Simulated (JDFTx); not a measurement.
W(110) slab cut from bulk W (space group Im-3m, indices of the conventional cell, lattice of the Materials Project entry mp-91, not re-optimised): 5 atoms in 5 planes, a (1×1) cell of 7.11 Å² (|a| = 3.170, |b| = 2.746 Å), 8.9 Å between the outermost planes, cell height 28.0 Å, 10×10×1 k mesh, Fermi smearing 0.01 Ha, no spin polarisation.

Adsorbate: C on both faces at 1.00 monolayer, started hollow and relaxed in vacuum, keeping the symmetry of the start.

Level of theory: PBE, GBRV ultrasoft potentials, plane waves to 20/100 Ha; code: a modified build of JDFTx. The adsorption energy per C is [E(slab + 2 C) − E(slab)]/2 − (E(CH4) − 2 E(H2)), with the gas molecules relaxed at the same level and slab energies taken as (E + F)/2, the usual estimate of zero smearing. In reaction energies these potentials put H₂ about 0.03 eV too high against large-basis PBE. Energies are static: no zero-point or thermal terms. Reconstruction of the substrate beyond this cell is outside the model.

Q: Predict the adsorption energy and the geometry, and the change of the work function.

A: 2.66 eV. C sits 1.06 Å above the highest substrate atom, bound to 3 W at 1.97 Å. The work function goes from 4.87 to 5.90 eV. In linear PCM (GLSSA13), water, 1 M NaCl, at zero charge, the adsorption energy is 2.66 eV and the potential of zero charge moves from 0.08 to 1.30 V vs SHE (4.44 V convention).
